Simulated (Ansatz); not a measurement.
Te₂Mo:
```cif
data_Mo2Te4
_chemical_formula_sum 'Te4 Mo2'
_space_group_name_H-M_alt 'P 1'
_space_group_IT_number 1
_cell_length_a 3.49662
_cell_length_b 3.49662
_cell_length_c 13.70009
_cell_angle_alpha 90.000
_cell_angle_beta 90.000
_cell_angle_gamma 120.000
loop_
_space_group_symop_operation_xyz
  'x, y, z'
loop_
_atom_site_label
_atom_site_type_symbol
_atom_site_fract_x
_atom_site_fract_y
_atom_site_fract_z
_atom_site_occupancy
Te1 Te 0.33333 0.66667 0.11735 1
Te2 Te 0.66667 0.33333 0.88265 1
Te3 Te 0.66667 0.33333 0.61735 1
Te4 Te 0.33333 0.66667 0.38265 1
Mo1 Mo 0.33333 0.66667 0.75000 1
Mo2 Mo 0.66667 0.33333 0.25000 1
```

Relaxed with PBE+D3(BJ).

Problem. Which orbitals make up the states near the band edges in the program Ansatz at the PBE+D3(BJ) level (PAW)?

Solution. Top 1 eV of the valence band: Mo 4d 54 %, Te 5p 41 %. Bottom 1 eV of the conduction band: Mo 4d 69 %, Te 5p 24 %. Projections are on Löwdin-orthogonalised atomic valence shells; empty p or d shells of many metals are not among them.

Problem. Tabulate the density of states.

Solution. States/eV per cell of 6 atoms, in 0.25 eV bins, energy from the valence-band maximum.

| E (eV) | total | Te 5p | Mo 4d | Mo 5s |
|---|---|---|---|---|
| -7.85 | 0.00 | 0.00 | 0.00 | 0.00 |
| -7.60 | 0.00 | 0.00 | 0.00 | 0.00 |
| -7.35 | 0.00 | 0.00 | 0.00 | 0.00 |
| -7.10 | 0.00 | 0.00 | 0.00 | 0.00 |
| -6.85 | 0.00 | 0.00 | 0.00 | 0.00 |
| -6.60 | 0.00 | 0.00 | 0.00 | 0.00 |
| -6.35 | 0.00 | 0.00 | 0.00 | 0.00 |
| -6.10 | 0.03 | 0.03 | 0.00 | 0.00 |
| -5.85 | 0.92 | 0.68 | 0.13 | 0.07 |
| -5.60 | 2.01 | 1.48 | 0.29 | 0.15 |
| -5.35 | 2.69 | 1.96 | 0.44 | 0.18 |
| -5.10 | 5.47 | 3.94 | 1.10 | 0.25 |
| -4.85 | 6.59 | 4.75 | 1.50 | 0.12 |
| -4.60 | 4.08 | 2.82 | 1.01 | 0.08 |
| -4.35 | 2.75 | 1.86 | 0.68 | 0.07 |
| -4.10 | 2.41 | 1.57 | 0.59 | 0.09 |
| -3.85 | 5.43 | 3.51 | 1.40 | 0.15 |
| -3.60 | 3.96 | 2.60 | 1.03 | 0.10 |
| -3.35 | 5.79 | 3.45 | 1.76 | 0.15 |
| -3.10 | 4.35 | 2.58 | 1.37 | 0.11 |
| -2.85 | 5.32 | 3.08 | 1.86 | 0.08 |
| -2.60 | 5.79 | 2.97 | 2.53 | 0.05 |
| -2.35 | 4.38 | 2.09 | 2.08 | 0.03 |
| -2.10 | 5.81 | 3.03 | 2.42 | 0.04 |
| -1.85 | 7.76 | 4.25 | 3.06 | 0.05 |
| -1.60 | 6.58 | 3.44 | 2.81 | 0.03 |
| -1.35 | 7.88 | 3.73 | 3.77 | 0.06 |
| -1.10 | 6.06 | 2.43 | 3.38 | 0.03 |
| -0.85 | 3.24 | 1.21 | 1.90 | 0.02 |
| -0.60 | 7.41 | 3.00 | 4.06 | 0.09 |
| -0.35 | 4.10 | 1.68 | 2.23 | 0.05 |
| -0.10 | 1.18 | 0.64 | 0.46 | 0.01 |
| 0.15 | 0.00 | 0.00 | 0.00 | 0.00 |
| 0.40 | 0.00 | 0.00 | 0.00 | 0.00 |
| 0.65 | 0.23 | 0.06 | 0.14 | 0.00 |
| 0.90 | 2.05 | 0.54 | 1.33 | 0.02 |
| 1.15 | 5.27 | 1.18 | 3.73 | 0.08 |
| 1.40 | 7.43 | 1.83 | 5.12 | 0.10 |
| 1.65 | 9.28 | 2.45 | 6.13 | 0.24 |
| 1.90 | 5.19 | 2.01 | 2.76 | 0.08 |
| 2.15 | 6.41 | 2.78 | 3.12 | 0.05 |
| 2.40 | 5.29 | 2.61 | 2.24 | 0.02 |
| 2.65 | 3.77 | 1.97 | 1.45 | 0.01 |
| 2.90 | 2.86 | 1.60 | 1.02 | 0.01 |
| 3.15 | 6.85 | 3.67 | 2.58 | 0.03 |
| 3.40 | 2.81 | 1.46 | 1.00 | 0.08 |
| 3.65 | 3.29 | 1.63 | 1.14 | 0.17 |
| 3.90 | 2.38 | 1.01 | 0.83 | 0.21 |
| 4.15 | 1.61 | 0.56 | 0.44 | 0.32 |
| 4.40 | 1.44 | 0.29 | 0.19 | 0.45 |
| 4.65 | 1.81 | 0.25 | 0.14 | 0.59 |
| 4.90 | 1.71 | 0.22 | 0.10 | 0.57 |
| 5.15 | 1.79 | 0.22 | 0.09 | 0.55 |
| 5.40 | 1.36 | 0.15 | 0.05 | 0.35 |

Space group P6_3/mmc. Symmetry was held in the PBE+D3(BJ) relaxation; of distortions, only those at the zone centre were tested. No spin polarisation was allowed. Spin–orbit coupling is left out wherever it is not named.

Potentials: the later of the program's two PAW sets.
